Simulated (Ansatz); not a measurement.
**MnCo5N4, one structure, two calculations**

Cell: a computed structure from the Materials Project (it need not be an observed phase).

```yaml
crystal:
  lattice:
    - [5.91352, 0.00000, 0.00000]
    - [0.00000, 6.83148, 0.00000]
    - [0.00000, 0.00000, 4.52749]
  atoms:
    - { symbol: Mn, position: [0.00000, 0.50000, 0.31753] }
    - { symbol: Mn, position: [0.50000, 0.00000, 0.68247] }
    - { symbol: Co, position: [0.27668, 0.31451, 0.74663] }
    - { symbol: Co, position: [0.27668, 0.68549, 0.74663] }
    - { symbol: Co, position: [0.72332, 0.31451, 0.74663] }
    - { symbol: Co, position: [0.72332, 0.68549, 0.74663] }
    - { symbol: Co, position: [0.22332, 0.18549, 0.25337] }
    - { symbol: Co, position: [0.22332, 0.81451, 0.25337] }
    - { symbol: Co, position: [0.77668, 0.18549, 0.25337] }
    - { symbol: Co, position: [0.77668, 0.81451, 0.25337] }
    - { symbol: Co, position: [0.50000, 0.50000, 0.24008] }
    - { symbol: Co, position: [0.00000, 0.00000, 0.75992] }
    - { symbol: N, position: [0.77727, 0.50000, 0.03179] }
    - { symbol: N, position: [0.22273, 0.50000, 0.03179] }
    - { symbol: N, position: [0.72273, 0.00000, 0.96821] }
    - { symbol: N, position: [0.27727, 0.00000, 0.96821] }
    - { symbol: N, position: [0.50000, 0.23456, 0.45483] }
    - { symbol: N, position: [0.50000, 0.76544, 0.45483] }
    - { symbol: N, position: [0.00000, 0.26544, 0.54517] }
    - { symbol: N, position: [0.00000, 0.73456, 0.54517] }
```

Atom numbers follow the list; atoms alike are taken as one site, whose name carries the number of the first.

First run. Method: Kohn–Sham DFT in Ansatz, PBE, plane waves and PAW, scalar-relativistic, collinear spin, 420 eV cutoff, Γ-centred 6×5×7 k-points, Fermi–Dirac smearing 0.05 eV. Start moments as typed (μB): 5 on each Mn, 3 on each Co, none on the rest.

```tsv
site	atom	V_zz (10²¹ V/m²)	η	m (μB)
Mn	1	-2.31	0.10	0.00
Co3	3	1.69	0.73	0.00
Co11	11	-1.89	0.90	0.00
N13	13	-2.00	0.13	0.00
N17	17	0.28	0.63	0.00
```

Second run. The same atoms and settings, except that the functional is r2SCAN and the cutoff is 500 eV.

Task: What does the second run give?

Result: 

```json
{"site": "Mn", "atom": "1", "V_zz": "2.61", "η": "0.67", "change of V_zz": "–", "m (μB)": "1.88"}
{"site": "Co3", "atom": "3", "V_zz": "2.61", "η": "0.65", "change of V_zz": "+0.92", "m (μB)": "-1.11"}
{"site": "Co11", "atom": "11", "V_zz": "-2.91", "η": "0.03", "change of V_zz": "–", "m (μB)": "1.34"}
{"site": "N13", "atom": "13", "V_zz": "-1.21", "η": "0.80", "change of V_zz": "+0.79", "m (μB)": "-0.09"}
{"site": "N17", "atom": "17", "V_zz": "0.49", "η": "0.62", "change of V_zz": "+0.21", "m (μB)": "-0.08"}
```

The largest change of V_zz along a kept axis is on Co3, from 1.69 to 2.61. The whole tensor moves most on Co11, by 4.71 along its most changed direction. In per cent, |V_zz| changes by -39 on N (all sites that start above 2, bar those whose gradient vanishes or changes sign or whose main axis turns by over 40°). Where |V_zz| stays above 0.1 and the axes keep their order, η moves most on N13, from 0.13 to 0.80. On Co3 V_xx and V_yy change places (or their axes turn by over 50°), so the two values of η hide a larger change. On Mn, Co11 the largest principal value lies along another axis in the second run, so the two V_zz can't be compared directly. The absolute magnetisation of the cell goes from 0.0 to 18.3 μB.

With no gap above 0.1 eV, as in a metal, the gradients converge slowly in k; expect changes of a tenth or more on a denser mesh. With these PAW files V_zz is typically within 2 to 3 % of all-electron values, but misses above 10 % occur on Co.
For the first run: Semilocal functionals make gaps too small and can close them, so the real compound need not be a metal. The start moments die out, and the run ends without spin.
For the second run: At this cell the principal stresses reach 5 GPa in size with r2SCAN, which can matter for small gradients. The largest force is 0.7 eV/Å, so the atoms aren't at the calculated equilibrium and relaxing them would move these values. The moments were started parallel, and the run ended with some of them reversed. The program didn't check the stability of this electronic state in full, so a lower one may lie near. Semilocal functionals can leave a metal where correlation in the d or f shell opens a gap in the real compound, and that would change the values at and beside Co and Mn. The run lost most of its start moments on Mn; a state with other moments may lie lower. The magnetic order is the one that the run reached from its start moments, not necessarily the measured one.
